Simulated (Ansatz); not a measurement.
The end point of a relaxation of ZnO. Space group P6₃mc (No. 186), AFLOW prototype AB_hP8_186_ab_ab (B5, as in SiC). Method: r2SCAN (plane waves to 500 eV, PAW, scalar-relativistic; Ansatz, an electronic-structure program).

```cif
data_O4Zn4
_chemical_formula_sum 'Zn4 O4'
_space_group_name_H-M_alt 'P 1'
_space_group_IT_number 1
_cell_length_a 3.22644
_cell_length_b 3.22644
_cell_length_c 10.47292
_cell_angle_alpha 90.000
_cell_angle_beta 90.000
_cell_angle_gamma 120.000
loop_
_space_group_symop_operation_xyz
  'x, y, z'
loop_
_atom_site_label
_atom_site_type_symbol
_atom_site_fract_x
_atom_site_fract_y
_atom_site_fract_z
_atom_site_occupancy
Zn1 Zn 0.00000 0.00000 0.00077 1
Zn2 Zn 0.00000 0.00000 0.50077 1
Zn3 Zn 0.66667 0.33333 0.75058 1
Zn4 Zn 0.33333 0.66667 0.25058 1
O1 O 0.00000 0.00000 0.81201 1
O2 O 0.00000 0.00000 0.31201 1
O3 O 0.66667 0.33333 0.56227 1
O4 O 0.33333 0.66667 0.06227 1
```

Question: Predict the band gap from r2SCAN.

Answer: 1.18 eV, direct at Γ (no spin-orbit coupling).

No spin polarisation in the result.

The run could not lose the symmetry of its start.

The first start was generated by placing the elements on the sites of a structure type. A measured structure of ZnO has the same space group, P6₃mc (No. 186); the sites were not compared with it.
